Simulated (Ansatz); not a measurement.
KBr (rock salt)

```yaml
crystal:
  lattice:
    - [0.00000, 3.27480, 3.27480]
    - [3.27480, 0.00000, 3.27480]
    - [3.27480, 3.27480, 0.00000]
  atoms:
    - { symbol: Br, position: [0.00000, 0.00000, 0.00000] }
    - { symbol: K, position: [0.50000, 0.50000, 0.50000] }
```

In each cell atom 1 (Br, nearest neighbour K at 3.275 Å; its periodic images, 4.6 Å or more away, move with it) moves by s·(0.000, -1.000, 0.000) (towards the nearest neighbour), the rest being held.

Level of theory: PBEsol (plane waves to 420 eV, PAW, scalar-relativistic; Ansatz, an electronic-structure program). k mesh 7×7×7 (Γ-centred), Fermi-Dirac smearing 0.05 eV. E stands for the smeared free energy. Left out: 2 of 11 points, with atoms too close for the PAW data. KBr was relaxed with its symmetry unable to fall. The zero of ΔE is the undisplaced structure.

| s (Å) | ΔE (meV/cell) |
|---|---|
| -0.784 | 814 |
| -0.588 | withheld |
| -0.392 | 117 |
| -0.196 | 25 |
| 0.000 | 0 |
| 0.196 | 25 |
| 0.392 | 117 |
| 0.588 | withheld |
| 0.784 | 814 |

Fit an even polynomial form (powers 2, 4) to the given rows and predict ΔE at s = -0.588.

Least squares on the 7 given rows: ΔE = (576.6)·s² + (1216)·s⁴, in meV/cell with s in Å; root-mean-square residual 0.6 meV/cell. At -0.588 the fit gives 345 meV/cell; the calculation gives 338 meV/cell, so the interpolation is off by 7 (+2.1 %). The quadratic term alone would give 199 meV/cell.

(For displaced atoms, the force is minus the slope of the energy, and its curvature is a force constant, which sets phonon frequencies.)
